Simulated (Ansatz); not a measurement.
TiSi2 (C49 type, space group Cmcm)

```xyz
6
Lattice="1.7636 -6.7617 0.0000 1.7636 6.7617 0.0000 0.0000 0.0000 3.5656" Properties=species:S:1:pos:R:3 pbc="T T T"
Si     1.7636    -5.9734     2.6742
Si     1.7636     5.9734     0.8914
Si     1.7636     3.3770     2.6742
Si     1.7636    -3.3770     0.8914
Ti     1.7636    -1.3958     2.6742
Ti     1.7636     1.3958     0.8914
```

In this cell atom 2 (Si, nearest neighbour Si at 2.380 Å; its periodic images, 3.5 Å or more away, move with it) is moved by s along Cartesian x, unit vector (1.000, 0.000, 0.000); all other atoms and the cell stay fixed.

Computed with r2SCAN (plane waves to 500 eV, PAW, scalar-relativistic; Ansatz, a program for electronic structure). k mesh 11×11×11 (Γ-centred), Fermi-Dirac smearing 0.05 eV. E stands for the smeared free energy. With partly filled bands, energies and forces of such displacements shift with the k mesh and the smearing. The PAW data are Ansatz's earlier set. This is one of several known forms of TiSi2; the measured ambient cells at hand have space group No. 70. TiSi2 is run without spin polarisation. TiSi2 was relaxed with its symmetry unable to fall. ΔE is measured from the undisplaced structure. The last digit holds for this mesh only.

```
s (Å)   ΔE (meV/cell)
------  -------------
-0.240          271.2
-0.192          173.6
-0.144           97.7
-0.096           43.4
-0.048           10.9
0.000             0.0
0.048            10.9
0.096            43.4
0.144            97.7
0.192           173.6
0.240           271.2
```

Q: What force constant k = d²E/ds² at s = 0 does the table give?

A: 9.4 eV/Å². It is the second difference of the nearest points, corrected with the next pair.

Q: With k = 9.42 eV/Å² from the forces, is the well harmonic out to s = 0.240 Å?

A: ½ks² = 271 meV/cell against the computed 271 meV/cell, so the well is close to harmonic there.

(For displaced atoms, the force is minus the slope of the energy, and its curvature is a force constant, which sets phonon frequencies.)
